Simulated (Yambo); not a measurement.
Material: LiBr (wurtzite, space group P6_3mc, No. 186) under isotropic strain of -0.7 % on all lattice vectors; a = 4.106 Å, b = 4.106 Å, c = 6.568 Å, α = 90.00°, β = 90.00°, γ = 120.00° (4 atoms in the cell). The PBEsol cell relaxed from Materials Project entry mp-976280 was given an isotropic strain of -0.7 % on all lattice vectors, and the atoms were relaxed again.

With PBEsol (Quantum ESPRESSO, PseudoDojo norm-conserving, 74 Ry, without SOC), the gap between the mesh's edge points (Γ → Γ) is 4.877 eV.

**Question.** What does a G0W0 run in Yambo give for it (3×3×2 Γ-centred k mesh, bands 3 to 174 and a 8 Ry block in the screening, 174 bands in G with the Bruneval-Gonze terminator, plasmon pole fitted at 27.2 eV)?

**Answer.** The correction is 2.527 eV, giving 7.404 eV, 1.5 times the PBEsol value.  Convergence of the G0W0 settings was not tested. The k mesh is coarse. Spin-orbit splittings are left out.

This is not the ordinary phase of the substance; no match was found in the copy of COD used, and its stability was not checked.
